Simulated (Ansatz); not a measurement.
ScPdN2:
```
CELL_PARAMETERS angstrom
      1.61452     0.93214     5.89884
     -1.61452     0.93214     5.89884
      0.00000    -1.86429     5.89884
ATOMIC_POSITIONS crystal
  Sc 0.50000 0.50000 0.50000
  Pd 0.00000 0.00000 0.00000
  N  0.89388 0.89388 0.89388
  N  0.10612 0.10612 0.10612
```

This is the PBEsol-relaxed structure.

### Question
All from the program Ansatz at the PBEsol level (PAW), unless another level is named. Predict the highest zone-centre frequency.

### Answer
731 cm⁻¹.

### Question
What about the bulk modulus (Birch–Murnaghan fit)?

### Answer
123 GPa.

Space group R-3m. The start of the workflow was typed in or built on a structure type; neither database checked (COD, Materials Project) lists it. Its standing as an ambient phase is unchecked. The cell was relaxed with PBEsol under the symmetry of its start; whether a distortion lowers the energy is not shown. No spin polarisation was allowed. With an odd number of electrons in the cell and no spin polarisation, the count alone makes it a metal. As this level gives no gap, phonon frequencies hold no LO–TO term and depend on the k-mesh and smearing (Fermi–Dirac, 0.1 eV here).

Potentials: the later of the program's two PAW sets.
